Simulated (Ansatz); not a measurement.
NbTe₂:
```yaml
crystal:
  lattice:
    - [7.54398, 1.84755, 0.00000]
    - [-7.54398, 1.84755, 0.00000]
    - [-3.59019, 0.00000, 8.94328]
  atoms:
    - { symbol: Nb, position: [0.00000, 0.00000, 0.00000] }
    - { symbol: Nb, position: [0.63830, 0.36170, 0.28934] }
    - { symbol: Nb, position: [0.36170, 0.63830, 0.71066] }
    - { symbol: Te, position: [0.64623, 0.35377, 0.01649] }
    - { symbol: Te, position: [0.35377, 0.64623, 0.98351] }
    - { symbol: Te, position: [0.29376, 0.70624, 0.38347] }
    - { symbol: Te, position: [0.70624, 0.29376, 0.61653] }
    - { symbol: Te, position: [0.99339, 0.00661, 0.69673] }
    - { symbol: Te, position: [0.00661, 0.99339, 0.30327] }
```

Relaxed with r²SCAN. Special points in fractions of this cell's reciprocal vectors: Γ (0.000, 0.000, 0.000); C (0.267, 0.267, 0.000); C2 (-0.267, 0.733, 0.000); Y2 (-0.500, 0.500, 0.000); M2 (-0.500, 0.500, 0.500); D (-0.257, 0.743, 0.500); D2 (0.257, 0.257, 0.500); A (0.000, 0.000, 0.500); L2 (0.000, 0.500, 0.500); V2 (0.000, 0.500, 0.000).

### Question
List the band energies nearest the Fermi level at these points for plane-wave PAW r²SCAN (Ansatz code).

### Answer
In eV from the Fermi level; about four levels below and three above (degenerate sets whole), none deeper than 8.9 eV; points with the same levels are listed once.

| k | below | above |
|---|---|---|
| Γ | -0.60 -0.53 -0.44 -0.20 | 0.22 0.40 0.70 |
| C | -1.39 -1.38 -1.00 -0.57 | 1.34 1.50 2.01 |
| Y2 | -1.07 -0.82 -0.30 -0.10 | 0.18 0.53 0.71 |
| M2 | -0.96 -0.90 -0.51 -0.47 | 0.22 0.35 0.43 |
| D | -1.56 -1.36 -0.80 -0.76 | 1.12 1.40 2.01 |
| A | -0.89 -0.45 -0.45 -0.06 | 0.10 0.35 0.82 |
| L2 | -1.55 -1.44 -0.88 -0.62 | 0.94 1.55 1.96 |
| V2 | -1.63 -1.06 -1.05 -0.67 | 1.36 1.60 1.95 |

Space group C2/m. The first step of the workflow began from a Materials Project structure, measured or hypothetical; the Crystallography Open Database files this formula in space group No. 12, but the cells were not matched. Its standing as an ambient phase is unchecked. Symmetry was held in the r²SCAN relaxation; its stability against distortions is not shown here. No spin polarisation was allowed. A crystal of weakly bound layers computed without a dispersion correction: the cell and the soft elastic constants depend strongly on that. With an odd number of electrons in the cell and no spin polarisation, the count alone makes it a metal. Spin–orbit coupling is left out wherever it is not named.

Potentials: the later of the program's two PAW sets.
